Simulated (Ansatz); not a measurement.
**Frozen-phonon scan for AlN (wurtzite)**

AlN (wurtzite)

```
AlN
1.0
    3.10656     0.00000     0.00000
   -1.55328     2.69036     0.00000
    0.00000     0.00000     9.95609
Al N
4 4
Direct
  0.33333   0.66667   0.49829
  0.33333   0.66667   0.99829
  0.66667   0.33333   0.24829
  0.66667   0.33333   0.74829
  0.33333   0.66667   0.18911
  0.33333   0.66667   0.68911
  0.66667   0.33333   0.43911
  0.66667   0.33333   0.93911
```

A phonon eigenvector at A = (0.0, 0.0, 0.5) is frozen into this cell: atom i moves by Q times the vector below, so Q is the largest atomic displacement, in Å. The cell is held. It is one choice among 4 degenerate patterns. (q is in reciprocal vectors of the primitive cell; the cell shown is doubled to hold the pattern.)

| atom | x | y | z |
|---|---|---|---|
| Al1 | 0.000 | 0.031 | 0.000 |
| Al2 | 0.000 | -0.031 | 0.000 |
| Al3 | 0.000 | 0.496 | 0.000 |
| Al4 | 0.000 | -0.496 | 0.000 |
| N5 | 0.000 | -1.000 | 0.000 |
| N6 | 0.000 | 1.000 | 0.000 |
| N7 | 0.000 | -0.171 | 0.000 |
| N8 | 0.000 | 0.171 | 0.000 |

Method: r2SCAN (plane waves to 500 eV, PAW, scalar-relativistic; Ansatz, a program for electronic structure). k mesh 12×12×4 (Γ-centred), Fermi-Dirac smearing 0.05 eV. Energies are smeared free energies. Stress and pressure are positive under compression. AlN was relaxed with its symmetry unable to fall. The PAW data are Ansatz's earlier set. The zero of ΔE is the undisplaced structure.

| Q (Å) | ΔE (eV/cell) | −dE/dQ from forces (eV/Å) | P (GPa) |
|---|---|---|---|
| -0.180 | 1.205 | 14.258 | 5.3 |
| -0.150 | 0.820 | 11.428 | 3.7 |
| -0.120 | 0.516 | 8.854 | 2.3 |
| -0.090 | 0.287 | 6.477 | 1.3 |
| -0.060 | 0.126 | 4.241 | 0.6 |
| -0.030 | 0.031 | 2.098 | 0.2 |
| 0.000 | 0.000 | 0.000 | 0.0 |
| 0.030 | 0.031 | -2.098 | 0.2 |
| 0.060 | 0.126 | -4.241 | 0.6 |
| 0.090 | 0.287 | -6.477 | 1.3 |
| 0.120 | 0.516 | -8.854 | 2.3 |
| 0.150 | 0.820 | -11.428 | 3.7 |
| 0.180 | 1.205 | -14.258 | 5.3 |

Key numbers:

| Property | Result |
|---|---|
| Energy at Q = 0.180 Å | 1205 meV/cell |
| Space group of the distorted cell | Cm (No. 8), lowered from P6_3mc |
| Symmetry of the curve | even: the same for both signs |
| Shape of the curve | a single well with its minimum at or next to zero displacement |
| Harmonic wavenumber from the curvature (finite differences) | 670 cm⁻¹ |
| Wavenumber by perturbation theory (DFPT, on another k mesh) | 670 cm⁻¹ |

(For displaced atoms, the force is minus the slope of the energy, and its curvature is a force constant, which sets phonon frequencies.)
